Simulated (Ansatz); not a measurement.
K3ZnH5 — electric field gradients

The cell is a structure deposited in the COD, its atoms then relaxed with PBE in this cell.

```cif
data_K3ZnH5
_symmetry_space_group_name_H-M 'I4/mcm'
_symmetry_Int_Tables_number 140
_cell_length_a 7.5819
_cell_length_b 7.5819
_cell_length_c 11.1671
_cell_angle_alpha 90.000
_cell_angle_beta 90.000
_cell_angle_gamma 90.000
loop_
_atom_site_label
_atom_site_type_symbol
_atom_site_symmetry_multiplicity
_atom_site_Wyckoff_symbol
_atom_site_fract_x
_atom_site_fract_y
_atom_site_fract_z
K1 K 8 h 0.6797 0.1797 0.0000
K5 K 4 a 0.0000 0.0000 0.2500
Zn Zn 4 b 0.0000 0.5000 0.2500
H9 H 4 c 0.0000 0.0000 0.0000
H11 H 16 l 0.1245 0.6245 0.1619
```

One atom of each set is listed; the run and its k-mesh use a cell of 18 atoms with edges of 7.74, 7.74, 7.74 Å.

Method: Kohn–Sham DFT in Ansatz, PBE, plane waves and PAW, scalar-relativistic, 420 eV cutoff, Γ-centred 5×5×5 k-points, Fermi–Dirac smearing 0.02 eV.

Conventions: |V_zz| ≥ |V_yy| ≥ |V_xx|, η = (V_xx − V_yy)/V_zz, C_Q = eQV_zz/h.

39K: I = 3/2, Q = 60.30 mb; ⁶⁷Zn: I = 5/2, Q = 122.0 mb; ²H: I = 1, Q = 2.858 mb. Q values from Pyykkö, Mol. Phys. 116, 1328 (2018).

Problem. What field gradients does the calculation give at each kind of site?

Solution. 

```
site  atoms                              first shell  V_zz (10²¹ V/m²)     η  C_Q (MHz)
  K1      4                       8 H at 2.77–2.96 Å             -1.28  0.30      -1.86
  K5      2                      10 H at 2.79–3.16 Å             -1.67  0.00      -2.44
  Zn      2                            4 H at 1.66 Å             -0.90  0.00      -2.66
  H9      2                       6 K at 2.78–2.79 Å            <0.005     –         ≈0
 H11      8  1 Zn at 1.66 Å; also 5 K at 2.77–3.16 Å              0.71  0.02      0.049
```

An axis of threefold or higher order runs through K5 and Zn, so V_zz lies along it and η is zero. At H11 V_zz points along its bond to Zn (within 1°).
